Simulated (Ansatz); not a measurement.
CdTe (zinc blende)

```xyz
2
Lattice="0.0000 3.2790 3.2790 3.2790 0.0000 3.2790 3.2790 3.2790 0.0000" Properties=species:S:1:pos:R:3 pbc="T T T"
Te     4.9186     4.9186     4.9186
Cd     0.0000     0.0000     0.0000
```

E(V) scan at fixed shape, V₀ the volume above. Symmetry pins the atoms to their sites.

Computed with r2SCAN (plane waves to 500 eV, PAW, scalar-relativistic; Ansatz, an electronic-structure program). k mesh 9×9×9 (Γ-centred), Fermi-Dirac smearing 0.05 eV. Energies are smeared free energies. Compression counts positive. CdTe was relaxed with its symmetry unable to fall. Spin-orbit coupling is left out, though Te is heavy. The PAW data are Ansatz's earlier set. ΔE is measured from the relaxed starting cell.

```
V (Å³/atom)  ΔE (meV/atom)
-----------  -------------
29.615            withheld
31.026                81.4
32.436                33.3
33.846                 7.7
35.256                 0.0
36.667                 6.5
38.077                24.4
39.487                51.4
40.897                85.5
```

Problem. Fit a third-order Birch-Murnaghan form (E₀, V₀, B₀, B₀′ free) to the given rows and predict ΔE at V = 29.615.

Solution. Least squares on the 8 given rows: ΔE = E₀ + (9V₀B₀/16)·y²·[2 + (B₀′ − 4)y], y = (V₀/V)^(2/3) − 1, with V₀ = 35.262 Å³/atom, B₀ = 40.26 GPa (160.2 GPa = 1 eV/Å³; the term in eV is multiplied by 1000), B₀′ = 4.67, E₀ = -0.02 meV/atom; root-mean-square residual 0.03 meV/atom. At 29.615 the fit gives 158.0 meV/atom; the calculation gives 157.7 meV/atom, so the extrapolation is off by 0.3 (+0.2 %). For the pressure the fit gives 10.6 GPa against the computed 10.5 GPa.

(A scan under strain: stresses follow from slopes of the energy per volume, elastic moduli from its curvatures.)
